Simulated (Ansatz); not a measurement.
Pt (fcc type), DFT, PBE, PAW with Ansatz's default frozen-core files, scalar-relativistic (Ansatz 0.2.0), on 1 thread of Intel(R) Xeon(R) Platinum 8488C (Sapphire Rapids) (shared host).

Command: `ansatz run input.yaml --threads 1 --pin off --max-ram 3584MiB --backend cpu --events-out ev --progress --plain --runs-dir out`

```yaml
crystal:
  lattice:
    - [0.0, 1.6894509587, 1.6894509587]
    - [1.6894509587, 0.0, 1.6894509587]
    - [1.6894509587, 1.6894509587, 0.0]
  atoms:
    - { symbol: Pt, position: [0.0, 0.0, 0.0] }
kpoints:
  mp_grid: { grid: [19, 19, 19] }
scf:
  occupations: { method: fermi_dirac, width: 0.08 }
hamiltonian:
  xc: pbe
  pseudopotentials: { kind: paw }
output:
  forces: true
  stress: true
  eigenvalues: true
  write_density: true
  write_potential: true
  elf: true
  volumetric_format: npy
relax:
  f_tol: 0.005
  max_steps: 40
  cell: { p_target: 420.0, stress_tol: 0.21 }
```

Problem. How large is the problem that the program sets up?

Solution. 220 irreducible k-points, 169 plane waves at Γ, 13 bands.

Problem. About how long does it take?

Solution. 7.1 s of wall time for 17 SCF iterations over 3 geometries. Times on shared machines scatter by tens of per cent.
